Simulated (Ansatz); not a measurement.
**Ansatz 0.2.0, settings compared: K₃SiF₆**

The command:

```bash
ansatz run input.yaml --threads 1 --pin off --max-ram 2560MiB --backend cpu --events-out ev --progress --plain --runs-dir out
```

The input file (Ansatz 0.2.0, plane waves):

```yaml
crystal:
  lattice:
    - [0.0, 4.338234, 4.338234]
    - [4.338234, 0.0, 4.338234]
    - [4.338234, 4.338234, 0.0]
  atoms:
    - { symbol: K, position: [0.25, 0.25, 0.25] }
    - { symbol: K, position: [0.75, 0.75, 0.75] }
    - { symbol: K, position: [0.0, 0.0, 0.0] }
    - { symbol: Si, position: [0.5, 0.5, 0.5] }
    - { symbol: F, position: [0.7098, 0.2902, 0.2902] }
    - { symbol: F, position: [0.2902, 0.7098, 0.2902] }
    - { symbol: F, position: [0.2902, 0.7098, 0.7098] }
    - { symbol: F, position: [0.7098, 0.2902, 0.7098] }
    - { symbol: F, position: [0.2902, 0.2902, 0.7098] }
    - { symbol: F, position: [0.7098, 0.7098, 0.2902] }
  symmetry: { tolerance: 0.0003 }
kpoints:
  mp_grid: { grid: [4, 4, 4], shift: [0, 0, 0] }
magnetization:
  spin_polarized: false
scf:
  occupations: { method: gaussian, width: 0.0222 }
hamiltonian:
  pseudopotentials: { kind: paw }
  xc: r2scan
basis:
  ecutwfc: 500
output:
  forces: true
  stress: true
  eigenvalues: true
```

Origin of the cell: a known structure type with other elements, at an estimated volume, so it need not be a known compound.

Output of this run (shortened):

```
SCF iter   1: F=—  HF=-10135.823617 eV  Δρ=6.66e-3  dr2=1.08e-1  dr2_τ=2.17e-1
SCF iter   2: F=—  HF=-10136.051052 eV  Δρ=6.49e-3  dr2=1.01e-1  dr2_τ=1.78e-3  defer=19
SCF iter   3: F=—  HF=-10136.047324 eV  Δρ=5.46e-3  dr2=8.26e-2  dr2_τ=1.05e-3  defer=19
SCF iter   4: F=—  HF=-10136.036375 eV  Δρ=2.86e-3  dr2=3.36e-2  dr2_τ=4.74e-4  defer=11
SCF iter   5: F=—  HF=-10136.030325 eV  Δρ=1.63e-3  dr2=5.81e-3  dr2_τ=2.31e-4  defer=11
SCF iter   6: F=—  HF=-10136.029783 eV  Δρ=1.04e-3  dr2=2.29e-3  dr2_τ=1.02e-4  defer=11
SCF iter   7: F=—  HF=-10136.029486 eV  Δρ=5.79e-4  dr2=4.52e-4  dr2_τ=1.97e-5  defer=11
SCF iter   8: F=—  HF=-10136.029393 eV  Δρ=6.61e-5  dr2=7.99e-6  dr2_τ=5.96e-7  defer=11
SCF iter   9: F=—  HF=-10136.029236 eV  Δρ=1.30e-5  dr2=2.94e-7  dr2_τ=1.67e-8  defer=11
SCF iter  10: F=-10136.029236 eV  HF=-10136.029236 eV  Δρ=2.74e-6  dr2=2.77e-8  dr2_τ=9.81e-10
SCF 1 converged in 10 iterations: F = -10136.029236 eV  dr2 = 2.77e-8
SCF converged after 10 iterations
Free energy (F): -10136.029236 eV
Harris-Foulkes:  -10136.029236 eV  (|F-HF|=9.31e-9)
Internal energy: -10136.025828 eV  (E = F + TS)
E sigma→0 (E₀):  -10136.027532 eV
Entropy (-TS):   -0.003408 eV (-0.341 meV/atom)
Fermi energy:    9.079217 eV
--- Per-component energies (eV) ---
  E_band       = -602.783991
  E_kinetic    = 2058.991498
  E_local      = -5452.245994  (includes V_loc(G=0)·N_el)
  E_nonlocal   = 493.533037
  E_hartree    = 2006.791161
  E_xc         = -931.775005
  E_vxc        = -1311.958901  (∫ρ·V_xc dr)
  E_paw        = -4099.781257  (= ΣΔE_a)
  E_vpaw       = -492.703612  (= ΣTr[D̂ρ^β])
  E_aug_tail   = 0.006147  (compensation charges beyond the density's cutoff)
  E_vtau       = 88.007227  (kinetic-family band-sum trace: ∫τ·v_τ [+ j·A + Jᵃ·Aᵃ] dr)
  E_ewald      = -4210.692076
  E_core_change = -0.853337  (= ΣΔE_core)
  E_smearing   = -0.003408  (= −TS)
  Σ components = -10136.029236   (vs F -10136.029236, Δ=0.00e0)
--- Forces (eV/Å), atoms counted from 1 ---
  atom   1  K      0.000000     0.000000     0.000000
[… 4 lines left out …]
  atom   6  F     -0.000000     1.095555    -0.000000
  atom   7  F     -1.095555    -0.000000    -0.000000
  atom   8  F     -0.000000    -1.095555     0.000000
  atom   9  F      0.000000     0.000000     1.095555
  atom  10  F      0.000000    -0.000000    -1.095555
  max |Σ_I F_I| component: 2.26e-16 eV/Å
--- Stress (GPa, compression-positive) ---
       -1.075075       0.000000      -0.000000
       -0.000000      -1.075075       0.000000
       -0.000000      -0.000000      -1.075075
  P = ⅓ Tr σ = -1.0751 GPa (-10.751 kbar)
```

The same input was run again with these changes:

1. `crystal.symmetry` { tolerance: 0.0003 } → { detect: false }
2. `scf.n_extra_bands` default → 2; `crystal.symmetry` { tolerance: 0.0003 } → { detect: false }
3. `scf.n_extra_bands` default → 1
4. `scf.algorithm` default → direct_min; `basis.ecutwfc` 500 → "800 eV"; `crystal.symmetry` { tolerance: 0.0003 } → { detect: false }

| run | end | SCF iterations | P (GPa) | max force component (eV/Å) | gap on mesh (eV) | moment (μB) | ΔE(σ→0) (meV/atom) |
| --- | --- | --- | --- | --- | --- | --- | --- |
| base | converged | 10 | -1.08 | 1.096 | – | – | 0 |
| 1 | converged | 10 | -1.08 | 1.096 | – | – | 0.00 |
| 2 | converged | 10 | -1.08 | 1.096 | – | – | 0.00 |
| 3 | converged | 10 | -1.08 | 1.096 | – | – | 0.00 |
| 4 | converged | 7 | -1.09 | 1.096 | – | – | -4.19 |

Energies are compared only where functional, datasets, charge and starting cell are the same.

Caveats of the base run: no moments, though an odd count or open d shells may carry them; the k mesh is coarse if the cell is a metal.

The base run ran for 11 s on 1 thread of Intel(R) Xeon(R) 6975P-C (Granite Rapids), with other jobs on the host, peak memory 0.85 GiB, from the program's own first density.
